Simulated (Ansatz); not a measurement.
# Harmonic thermodynamics of Zr3TiC4

Theory: Ansatz 0.2.0, DFT PBE, scalar-relativistic, plane waves, PAW. Cutoff 420 eV, 8×8×12 k-points (Γ-centred), Fermi-Dirac smearing of 0.15 eV. No spin polarisation. Phonons by linear response, acoustic sum rule imposed.

Equilibrium structure at this level:
```yaml
crystal:
  lattice:
    - [3.26905, -4.62209, 0.00000]
    - [3.26905, 4.62209, 0.00000]
    - [0.00000, 0.00000, 3.27549]
  atoms:
    - { symbol: Zr, position: [0.00000, 0.00000, 0.00000] }
    - { symbol: Zr, position: [0.00000, 0.50000, 0.50000] }
    - { symbol: Zr, position: [0.50000, 0.00000, 0.50000] }
    - { symbol: Ti, position: [0.50000, 0.50000, 0.00000] }
    - { symbol: C, position: [0.25490, 0.74510, 0.00000] }
    - { symbol: C, position: [0.74510, 0.25490, 0.00000] }
    - { symbol: C, position: [0.25959, 0.25959, 0.50000] }
    - { symbol: C, position: [0.74041, 0.74041, 0.50000] }
```

The cell was found from a structure generator's guess, not taken from experiment. In a metal, frequencies and elastic constants depend on the k mesh and the smearing, soft modes and shear constants most. The q mesh is coarse, so values between its points are rough.

Force constants from linear response on a 1×1×2 q mesh, interpolated to a fine mesh.

(1) What is the zero-point energy per atom?

(2) How large are the vibrational entropy and heat capacity at 300 K?

(3) Tabulate them against temperature.

## Answers

(1) 70.1 meV.

(2) S = 1.97 k_B and C_V = 2.26 k_B per atom, 75 % of the Dulong–Petit value.

(3)
```
T (K)  F_vib (meV/atom)  S (k_B/atom)  C_V (k_B/atom)
  100              69.4          0.32            0.74
  200              63.1          1.16            1.72
  300              49.6          1.97            2.26
  400              29.5          2.66            2.54
  500               4.0          3.24            2.69
  600             -26.1          3.74            2.77
  700             -60.3          4.17            2.83
  800             -97.9          4.55            2.87
  900            -138.7          4.89            2.90
 1000            -182.2          5.20            2.91
```
